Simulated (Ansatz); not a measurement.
Ti5Si3 in space group P6_3/mcm (No. 193; Ti on 4d, Si on 6g, Ti on 6g) at seven volumes, the program Ansatz at the LDA level (PAW), shape and atoms relaxed at each. One row is withheld.

```csv
V (Å³/atom),P (GPa)
13.334,17.74
13.773,10.91
14.213,5.05
14.652,0.00
15.092,?
15.531,-8.07
15.971,-11.25
```

**Question.** Fit the shown pressures and predict the withheld one.

**Answer.** P = (3/2)B₀(x^(7/2) − x^(5/2))[1 + (3/4)(B′ − 4)(x − 1)] with x = (V₀/V)^(2/3). Least squares on the six rows gives V₀ = 14.652 Å³/atom, B₀ = 156 GPa, B′ = 4.04. At V = 15.092, x = 0.9805 and P = -4.35 GPa. The run itself gave -4.34 GPa.

The workflow started from an entry of the Crystallography Open Database (COD). Its standing as an ambient phase is unchecked. The cell was relaxed with LDA under the symmetry of its start; whether a distortion lowers the energy is not shown. The run is not spin-polarised.

Potentials: the later of the program's two PAW sets.
